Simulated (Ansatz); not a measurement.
## SnSe: electron density at the nuclei under pressure

```
Sn Se
1.0
     0.00000    3.01000    3.01000
     3.01000    0.00000    3.01000
     3.01000    3.01000    0.00000
Sn Se
1 1
Direct
  0.00000 0.00000 0.00000
  0.50000 0.50000 0.50000
```

Atoms are numbered in the order listed.

The cell is COD entry 9008725, as deposited and not checked against the literature; nothing was relaxed.

No spin–orbit coupling, which matters for the heavy atoms here.

The calculation used Ansatz 0.2.0, DFT, PBEsol, all-electron PAW with datasets made for the crystal, scalar-relativistic.

Settings: a Γ-centred 7×7×7 k mesh, Fermi–Dirac smearing of 0.01 eV, cutoff 240 eV (chosen by the program for this cell), no spin polarisation.

The contact density is the mean electron density over the nuclear volume; its changes set Mössbauer isomer shifts. Changes below are taken from the unscaled cell, where it is 1.2346e+06 e/Å³ at Sn1, 262475 e/Å³ at Se2.

The datasets are made afresh for each cell, so very small changes are uncertain.

(1) Does compression raise or lower the contact density at Sn1?

(2) Tabulate the changes with volume.

Answers

(1) It lowers it, by 5.90 e/Å³ over the whole range.

(2) 
```
V/V(cell)  P (GPa)  Δρ(0) Sn1 (e/Å³)  Δρ(0) Se2 (e/Å³)
   0.9400      1.5             -3.15              0.44
   0.9600      0.2             -2.04              0.28
   0.9800     -0.9             -0.98              0.14
   0.9900     -1.4             -0.49              0.07
   1.0000     -1.9              0.00              0.00
   1.0100     -2.4              0.48             -0.07
   1.0200     -2.8              0.96             -0.14
   1.0400     -3.6              1.87             -0.27
   1.0600     -4.3              2.75             -0.39
```
